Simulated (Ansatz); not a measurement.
Computed properties of LiNbO3

LiNbO$_{3}$:
```
LiNbO3
1.0
    2.56709     1.48211     4.60885
   -2.56709     1.48211     4.60885
    0.00000    -2.96422     4.60885
Li Nb O
2 2 6
Direct
  0.71923   0.71923   0.71923
  0.21923   0.21923   0.21923
  0.00160   0.00160   0.00160
  0.50160   0.50160   0.50160
  0.64000   0.89067   0.28139
  0.89067   0.28139   0.64000
  0.28139   0.64000   0.89067
  0.14000   0.78139   0.39067
  0.39067   0.14000   0.78139
  0.78139   0.39067   0.14000
```

Space group R3c (No. 161); conventional cell a = b = 5.1342 Å, c = 13.8266 Å, α = β = 90.00°, γ = 120.00°.

Method: PBEsol in the plane-wave PAW code Ansatz. Structure relaxed to zero pressure with the same functional. Other levels are named where they apply.

### Cell and energy

```
Item                                                          Result
-----------------------------------------------------  -------------
Volume per atom                                             10.52 Å³
Density                                                   4.67 g/cm³
Formation energy from the elements (no fitted shifts)  -2.59 eV/atom
```

### Electronic structure

```
Item                                                                                                                            Result
----------------------------------------  --------------------------------------------------------------------------------------------
Band gap                                                                                                            3.50 eV (indirect)
Valence-band maximum                        off the standard path, at k = (0.135, 0.135, 0.146) in fractions of the reciprocal vectors
Conduction-band minimum                   off the standard path, at k = (-0.089, -0.089, 0.026) in fractions of the reciprocal vectors
Smallest direct gap on the standard path                                                                                       3.53 eV
Electron effective mass                                                                           0.79, 1.9, 2.0 mₑ (principal values)
HSE06 gap on the PBEsol cell                                                                                                   4.98 eV
Gap with spin–orbit coupling                                                                                                   3.46 eV
```

### Mechanics

```
Item                                                                                                                                   Result
-----------------------------------------------------------  --------------------------------------------------------------------------------
Bulk modulus (Birch–Murnaghan fit)                                                                                                    109 GPa
Pressure derivative B′                                                                                                                    5.6
Elastic constants (relaxed ions, GPa)                                     C11 = 199, C12 = 60.4, C13 = 68.9, C14 = 9.4, C33 = 234, C44 = 58.6
Mechanical stability                                                                                   stable (all eigenvalues of C positive)
Hill bulk and shear moduli                                                                                                   114 and 65.2 GPa
Young's modulus                                                                                                                       164 GPa
Poisson's ratio                                                                                                                          0.26
Debye temperature from the elastic constants                                                                                            564 K
Piezoelectric stress constants (proper, relaxed ions, C/m²)  e15 = e24 = -3.77, e16 = e21 = 2.58, e22 = -2.58, e31 = e32 = -0.35, e33 = -1.74
```

### Dielectric response

```
Property                                                                         Result
--------------------------------------------------------  -----------------------------
Electronic dielectric constant ε∞ (DFPT)                      5.51 (xx = yy), 5.32 (zz)
Static dielectric constant ε0 (ions relaxed, cell fixed)      44.1 (xx = yy), 28.0 (zz)
Born charges (a third of the trace)                       Li +1.14, Nb +7.08, O -2.74 e
Largest static χ(2) component                                                   61 pm/V
```

### Phonons

```
Item                                                                Result
--------------------------------------------------  ----------------------
Highest zone-centre frequency (without LO–TO term)                876 cm⁻¹
Zone-centre stability                               no imaginary mode at Γ
```

The cell was relaxed with PBEsol under the symmetry of its start. No spin polarisation was allowed. Signs of piezoelectric constants follow the polarity of the cell as given. The references are the lowest solids computed at this level, not always the standard phases (solids in place of the gases). Scalar-relativistic: spin–orbit coupling is off unless named, which matters more the heavier the elements.

Potentials: the later of the program's two PAW sets.
